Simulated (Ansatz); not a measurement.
The calculation used DFT PBE, scalar-relativistic, plane waves, PAW (Ansatz). Settings: cutoff 420 eV, Γ-centred meshes spaced at most about 0.3 Å⁻¹, and about 0.25 Å⁻¹ or finer for metals (2π included), Gaussian smearing. No spin polarisation in the final relaxations.

Temperature and zero-point effects are left out.

Compare these two cells of AlW3, each relaxed at this level.

A.

```
CELL_PARAMETERS angstrom
3.98943 0.00000 0.00000
0.00000 3.98943 0.00000
0.00000 0.00000 3.98943
ATOMIC_POSITIONS crystal
Al 0.00000 0.00000 0.00000
W 0.50000 0.00000 0.50000
W 0.00000 0.50000 0.50000
W 0.50000 0.50000 0.00000
```

B.

```
CELL_PARAMETERS angstrom
4.36470 0.00000 0.00000
0.00000 4.36470 0.00000
0.00000 0.00000 3.30488
ATOMIC_POSITIONS crystal
Al 0.00000 0.00000 0.00000
W 0.50000 0.50000 0.00000
W 0.50000 0.00000 0.50000
W 0.00000 0.50000 0.50000
```

**Question.** Which is lower in energy, and by how much?

**Answer.** B is lower, by 60 meV/atom. A has the Cu3Au (L1_2) type, space group Pm-3m (No. 221), 15.9 Å³/atom and no gap on its mesh; B has Al and W ordered on bcc sites, space group P4/mmm (No. 123), 15.7 Å³/atom and no gap. Counting all near atoms (those within 1.25 times the shortest distance at each site; a plus sign parts nearer from farther groups), A has Al 12, W 12 and B has Al 8+6, W 8+6. Even the lower one lies +0.15 eV/atom against the reference forms of the elements (uncorrected), so neither is stable at this level. In A, Al is surrounded by 12 W at 2.82 Å; W has 4 Al at 2.82 Å and 8 W at 2.82 Å. In B, Al has 8 W at 2.74 Å, 4 W at 3.09 Å and 2 Al at 3.30 Å; W on a site of symmetry 4/mmm has 8 W at 2.74 Å, 4 Al at 3.09 Å and 2 W at 3.30 Å; around W on a site of symmetry mmm lie 4 Al at 2.74 Å, 4 W at 2.74 Å, 4 W at 3.09 Å and 2 W at 3.30 Å. Both come from invented guesses. A third cell relaxed alike, in P4/mmm, lies 9 meV/atom below the lower of the two.

These runs have no spin–orbit coupling, which can matter for W. Cells relaxed within their symmetry can be saddle points.
